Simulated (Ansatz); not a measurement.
SnTe (rock salt, Fm-3m) at seven volumes, the program Ansatz at the LDA level (PAW), scaled uniformly. One row is withheld.

```tsv
V (Å³/atom)	P (GPa)
27.583	5.89
28.492	?
29.402	1.64
30.311	0.00
31.220	-1.40
32.130	-2.59
33.039	-3.59
```

Q: Fit the shown pressures and predict the withheld one.

A: P = (3/2)B₀(x^(7/2) − x^(5/2))[1 + (3/4)(B′ − 4)(x − 1)] with x = (V₀/V)^(2/3). Least squares on the six rows gives V₀ = 30.309 Å³/atom, B₀ = 50.5 GPa, B′ = 4.50. At V = 28.492, x = 1.0421 and P = 3.59 GPa. The run itself gave 3.59 GPa.

Symmetry was held in the LDA relaxation; of distortions, only those at the zone centre were tested. Scalar-relativistic: spin–orbit coupling is off unless named, which matters more the heavier the elements.

Potentials: the later of the program's two PAW sets.
